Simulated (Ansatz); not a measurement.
Relax this structure to zero stress and force, keeping its symmetry:

```cif
data_structure
_symmetry_space_group_name_H-M 'P 1'
_symmetry_Int_Tables_number 1
_cell_length_a 4.0873
_cell_length_b 4.0873
_cell_length_c 8.7023
_cell_angle_alpha 90.000
_cell_angle_beta 90.000
_cell_angle_gamma 69.255
_cell_volume 135.95
loop_
_atom_site_label
_atom_site_type_symbol
_atom_site_fract_x
_atom_site_fract_y
_atom_site_fract_z
_atom_site_occupancy
Br1 Br 0.86510 0.13490 0.10990 1
Br2 Br 0.63490 0.36510 0.60990 1
Br3 Br 0.13490 0.86510 0.89010 1
Br4 Br 0.36510 0.63490 0.39010 1
```

The calculation used DFT r2SCAN, scalar-relativistic, plane waves, PAW (Ansatz).

Plane waves to 500 eV, a k mesh through Γ of 8×8×4 on the computed 4-atom cell and Gaussian smearing (0.02 eV); no spin polarisation.

What does it relax to?

The volume decreases by 0.85 Å³/atom to 33.14 Å³/atom, and the energy falls by 17.4 meV/atom. Final structure:
```yaml
crystal:
  lattice:
    - [3.55303, -2.12739, 0.00000]
    - [3.55303, 2.12739, 0.00000]
    - [0.00000, 0.00000, 8.76875]
  atoms:
    - { symbol: Br, position: [0.86077, 0.13923, 0.11580] }
    - { symbol: Br, position: [0.63923, 0.36077, 0.61580] }
    - { symbol: Br, position: [0.13923, 0.86077, 0.88420] }
    - { symbol: Br, position: [0.36077, 0.63923, 0.38420] }
```

The cell holds molecules, and r2SCAN describes their binding at middle range but leaves out its long-range dispersion part.

Cost: 1 run of about 2.4 core-minutes, on Arm Neoverse V2 (shared hosts).